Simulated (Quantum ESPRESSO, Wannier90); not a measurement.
# Wannierisation of TaN (P-6m2)

```
begin unit_cell_cart
ang
    2.9399401188    0.0000000000    0.0000000000
   -1.4699700594    2.5460628285    0.0000000000
    0.0000000000    0.0000000000    2.8901800000
end unit_cell_cart
begin atoms_frac
Ta   0.0000000000  0.0000000000  0.5000000000
N   -0.3333333333  0.3333333333  0.0000000000
end atoms_frac
```

Cell from Materials Project (mp-1459), symmetrised, no further relaxation. COD (Crystallography Open Database) has the formula in 5 space groups, this one among them (matched by group alone). Method: PBEsol plane waves in Quantum ESPRESSO 7.5 (PseudoDojo norm-conserving files, 68 Ry, spinors with spin-orbit coupling), Bloch states on a 12×12×6 mesh through Γ, Wannier90 4.0.1. Density: 12×12×10 mesh, cold smearing 0.01 Ry.

A tight-binding model is made by disentanglement and projection with no localisation steps (num_iter = 0), so the 16 orbitals stay atom-like: hydrogen-like Ta: d; N: p, axes along x, y, z; frozen window up to 1.50 eV relative to the Fermi level. It follows pw.x to 4.2 meV rms for states up to 1.0 eV relative to the Fermi level. Matrix elements depend on this choice of orbitals and windows.

Question: What are the on-site energies relative to the Fermi level, and how fast do the hoppings decay?

Answer: 
```json
[
 {"atom": "Ta1", "orbitals": "dz2↑ dz2↓", "energy (eV)": "0.71"},
 {"atom": "Ta1", "orbitals": "dxz↑ dxz↓ dyz↑ dyz↓", "energy (eV)": "2.84"},
 {"atom": "Ta1", "orbitals": "dx2-y2↑ dx2-y2↓ dxy↑ dxy↓", "energy (eV)": "1.14"},
 {"atom": "N2", "orbitals": "pz↑ pz↓", "energy (eV)": "-3.77"},
 {"atom": "N2", "orbitals": "px↑ px↓ py↑ py↓", "energy (eV)": "-3.40"}
]
```

| distance of the centres (Å) | largest modulus (eV) |
|---|---|
| 2–3 | 1.8 |
| 3–4 | 0.50 |
| 4–5 | 0.16 |
| 5–6 | 0.090 |
| 6–7 | 0.054 |
| 7–8 | 0.011 |

Effective spin-orbit constants λ of λ L·S, from the same-site elements px↑–py↑ (λ/2) and dx2-y2↑–dxy↑ (λ), where they are among the larger elements: Ta1 d 0.27 eV.
